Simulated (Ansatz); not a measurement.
Input, command and steps of an Ansatz relaxation.

```yaml
crystal:
  lattice:
    - [5.6630454732, 0.0, 0.0]
    - [0.0, 5.6630454732, 0.0]
    - [0.0, 0.0, 5.6630454732]
  atoms:
    - { symbol: Hf, position: [0.134, 0.134, 0.134] }
    - { symbol: Hf, position: [0.366, 0.866, 0.634] }
    - { symbol: Hf, position: [0.634, 0.366, 0.866] }
    - { symbol: Hf, position: [0.866, 0.634, 0.366] }
    - { symbol: Br, position: [0.8445, 0.8445, 0.8445] }
    - { symbol: Br, position: [0.6555, 0.1555, 0.3445] }
    - { symbol: Br, position: [0.3445, 0.6555, 0.1555] }
    - { symbol: Br, position: [0.1555, 0.3445, 0.6555] }
basis:
  ecutwfc: 420
kpoints:
  mp_grid: { grid: [4, 4, 4] }
hamiltonian:
  xc: pbe
scf:
  occupations: { method: gaussian, width: 0.1 }
  lower_state_search: "off"
output:
  forces: true
  stress: true
  eigenvalues: true
relax:
  adjacent_minimum: "off"
  f_tol: 0.04
  max_steps: 70
  cell: { stress_tol: 0.4 }
```

```bash
ansatz run input.yaml --threads 1 --pin off --max-ram 2560MiB --backend cpu --events-out ev --progress --plain --runs-dir out
```

The calculation used DFT PBE, scalar-relativistic, plane waves, PAW in Ansatz.

Of 7 frames 7 are shown, positions in Å and forces in eV/Å; the SCF threshold varies from step to step. Steps run on the plane waves of an earlier cell, with a Pulay correction in the pressure. The basis is chosen afresh for the last frame, the zero of the energies, and at times for earlier ones too; energy and pressure step there, also at an unchanged geometry.

```xyz
8
Lattice="5.6630 0.0000 0.0000 0.0000 5.6630 0.0000 0.0000 0.0000 5.6630" Properties=species:S:1:pos:R:3:forces:R:3 pbc="T T T" step=1 free_energy_over_end_meV_per_atom=60.19 pressure_GPa=-4.64
Hf    0.7588    0.7588    0.7588    0.0202    0.0202    0.0202
Hf    2.0727    4.9042    3.5904   -0.0202   -0.0202    0.0202
Hf    3.5904    2.0727    4.9042    0.0202   -0.0202   -0.0202
Hf    4.9042    3.5904    2.0727   -0.0202    0.0202   -0.0202
Br    4.7824    4.7824    4.7824    0.2125    0.2125    0.2125
Br    3.7121    0.8806    1.9509   -0.2125   -0.2125    0.2125
Br    1.9509    3.7121    0.8806    0.2125   -0.2125   -0.2125
Br    0.8806    1.9509    3.7121   -0.2125    0.2125   -0.2125
8
Lattice="5.4070 0.0000 0.0000 0.0000 5.4070 0.0000 0.0000 0.0000 5.4070" Properties=species:S:1:pos:R:3:forces:R:3 pbc="T T T" step=2 free_energy_over_end_meV_per_atom=40.40 pressure_GPa=6.26
Hf    0.7663    0.7663    0.7663    0.2009    0.2009    0.2009
Hf    1.9372    4.6407    3.4698   -0.2009   -0.2009    0.2009
Hf    3.4698    1.9372    4.6407    0.2009   -0.2009   -0.2009
Hf    4.6407    3.4698    1.9372   -0.2009    0.2009   -0.2009
Br    4.6220    4.6220    4.6220    0.0286    0.0286    0.0286
Br    3.4885    0.7850    1.9185   -0.0286   -0.0286    0.0286
Br    1.9185    3.4885    0.7850    0.0286   -0.0286   -0.0286
Br    0.7850    1.9185    3.4885   -0.0286    0.0286   -0.0286
8
Lattice="5.5280 0.0000 0.0000 0.0000 5.5280 0.0000 0.0000 0.0000 5.5280" Properties=species:S:1:pos:R:3:forces:R:3 pbc="T T T" step=3 free_energy_over_end_meV_per_atom=15.52 pressure_GPa=0.10
Hf    0.7837    0.7837    0.7837    0.0994    0.0994    0.0994
Hf    1.9803    4.7443    3.5476   -0.0994   -0.0994    0.0994
Hf    3.5476    1.9803    4.7443    0.0994   -0.0994   -0.0994
Hf    4.7443    3.5476    1.9803   -0.0994    0.0994   -0.0994
Br    4.7230    4.7230    4.7230    0.1325    0.1325    0.1325
Br    3.5690    0.8050    1.9590   -0.1325   -0.1325    0.1325
Br    1.9590    3.5690    0.8050    0.1325   -0.1325   -0.1325
Br    0.8050    1.9590    3.5690   -0.1325    0.1325   -0.1325
8
Lattice="5.5233 0.0000 0.0000 0.0000 5.5233 0.0000 0.0000 0.0000 5.5233" Properties=species:S:1:pos:R:3:forces:R:3 pbc="T T T" step=4 free_energy_over_end_meV_per_atom=8.62 pressure_GPa=0.33
Hf    0.8086    0.8086    0.8086    0.0230    0.0230    0.0230
Hf    1.9531    4.7147    3.5702   -0.0230   -0.0230    0.0230
Hf    3.5702    1.9531    4.7147    0.0230   -0.0230   -0.0230
Hf    4.7147    3.5702    1.9531   -0.0230    0.0230   -0.0230
Br    4.7432    4.7432    4.7432    0.1190    0.1190    0.1190
Br    3.5417    0.7801    1.9816   -0.1190   -0.1190    0.1190
Br    1.9816    3.5417    0.7801    0.1190   -0.1190   -0.1190
Br    0.7801    1.9816    3.5417   -0.1190    0.1190   -0.1190
8
Lattice="5.5375 0.0000 0.0000 0.0000 5.5375 0.0000 0.0000 0.0000 5.5375" Properties=species:S:1:pos:R:3:forces:R:3 pbc="T T T" step=5 free_energy_over_end_meV_per_atom=1.13 pressure_GPa=0.50
Hf    0.8465    0.8465    0.8465   -0.0131   -0.0131   -0.0131
Hf    1.9223    4.6910    3.6152    0.0131    0.0131   -0.0131
Hf    3.6152    1.9223    4.6910   -0.0131    0.0131    0.0131
Hf    4.6910    3.6152    1.9223    0.0131   -0.0131    0.0131
Br    4.8159    4.8159    4.8159    0.0411    0.0411    0.0411
Br    3.4903    0.7216    2.0472   -0.0411   -0.0411    0.0411
Br    2.0472    3.4903    0.7216    0.0411   -0.0411   -0.0411
Br    0.7216    2.0472    3.4903   -0.0411    0.0411   -0.0411
8
Lattice="5.5575 0.0000 0.0000 0.0000 5.5575 0.0000 0.0000 0.0000 5.5575" Properties=species:S:1:pos:R:3:forces:R:3 pbc="T T T" step=6 free_energy_over_end_meV_per_atom=-0.20 pressure_GPa=0.19
Hf    0.8595    0.8595    0.8595    0.0165    0.0165    0.0165
Hf    1.9192    4.6980    3.6383   -0.0165   -0.0165    0.0165
Hf    3.6383    1.9192    4.6980    0.0165   -0.0165   -0.0165
Hf    4.6980    3.6383    1.9192   -0.0165    0.0165   -0.0165
Br    4.8613    4.8613    4.8613    0.0004    0.0004    0.0004
Br    3.4750    0.6962    2.0825   -0.0004   -0.0004    0.0004
Br    2.0825    3.4750    0.6962    0.0004   -0.0004   -0.0004
Br    0.6962    2.0825    3.4750   -0.0004    0.0004   -0.0004
8
Lattice="5.5575 0.0000 0.0000 0.0000 5.5575 0.0000 0.0000 0.0000 5.5575" Properties=species:S:1:pos:R:3:forces:R:3 pbc="T T T" step=7 free_energy_over_end_meV_per_atom=0.00 pressure_GPa=0.19
Hf    0.8595    0.8595    0.8595    0.0166    0.0166    0.0166
Hf    1.9192    4.6980    3.6383   -0.0166   -0.0166    0.0166
Hf    3.6383    1.9192    4.6980    0.0166   -0.0166   -0.0166
Hf    4.6980    3.6383    1.9192   -0.0166    0.0166   -0.0166
Br    4.8613    4.8613    4.8613    0.0004    0.0004    0.0004
Br    3.4750    0.6962    2.0825   -0.0004   -0.0004    0.0004
Br    2.0825    3.4750    0.6962    0.0004   -0.0004   -0.0004
Br    0.6962    2.0825    3.4750   -0.0004    0.0004   -0.0004
```

The start puts this composition into another compound's structure type, which needn't suit it. At the end the space group is P2_13 (tolerance 0.05 Å).

It took 2 min on 1 thread of Arm Neoverse V2 (shared host), peak memory 0.45 GiB.

The k mesh is coarse. Spin–orbit coupling is left out, which can shift energies with elements as heavy as these.